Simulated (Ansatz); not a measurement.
SrAlGeH:
```
SrAlGeH
1.0
    4.23989     0.00000     0.00000
   -2.11994     3.67185     0.00000
    0.00000     0.00000     4.99086
Sr Al Ge H
1 1 1 1
Direct
  0.33333   0.66667   0.00021
  0.00000   0.00000   0.45766
  0.66667   0.33333   0.56023
  0.00000   0.00000   0.11110
```

Relaxed with r²SCAN. Special points in fractions of this cell's reciprocal vectors: Γ (0.000, 0.000, 0.000); M (0.500, 0.000, 0.000); K (0.333, 0.333, 0.000); A (0.000, 0.000, 0.500); L (0.500, 0.000, 0.500); H (0.333, 0.333, 0.500).

Problem. List the band energies nearest the valence-band maximum at these points for the program Ansatz at the r²SCAN level (PAW).

Solution. In eV from the valence-band maximum; about four levels below and three above (degenerate sets whole), none deeper than 8.9 eV; points with the same levels are listed once.

```csv
k,below,above
Γ,-4.85 -1.37 -0.45 -0.45,1.88 3.59 3.59
M,-6.58 -3.34 -1.44 -0.56,1.02 2.74 3.33
K,-6.50 -3.60 -2.81 -0.66,1.59 3.23 4.53
A,-6.21 -0.08 -0.08 -0.01,2.16 2.37 2.37
L,-5.99 -4.13 -1.74 -1.46,1.82 3.84 5.04
H,-6.28 -3.91 -2.96 -1.16,2.77 4.53 5.57
```

Space group P3m1. The workflow started from a Materials Project entry (that database holds measured and hypothetical structures alike); the Crystallography Open Database copy checked does not list it. Its standing as an ambient phase is unchecked. Symmetry was held in the r²SCAN relaxation; whether a distortion lowers the energy is not shown. Scalar-relativistic: spin–orbit coupling is off unless named, which matters more the heavier the elements.

Potentials: the later of the program's two PAW sets.
